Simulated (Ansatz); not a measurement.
### Question
ScMo₃C (anti-perovskite, space group No. 221) is relaxed with r²SCAN (plane waves, PAW; program Ansatz). What lattice parameters of the conventional cell result?

### Answer
a = 4.217 Å.

### Question
Is it a metal or does it have a gap at this level?

### Answer
No gap at this level.

Space group Pm-3m (anti-perovskite). The start of the workflow was typed in or built on a structure type; neither database checked (COD, Materials Project) lists it. Its standing as an ambient phase is unchecked. Symmetry was held in the r²SCAN relaxation; whether a distortion lowers the energy is not shown. No spin polarisation was allowed. Spin–orbit coupling is left out wherever it is not named.

Potentials: the later of the program's two PAW sets.
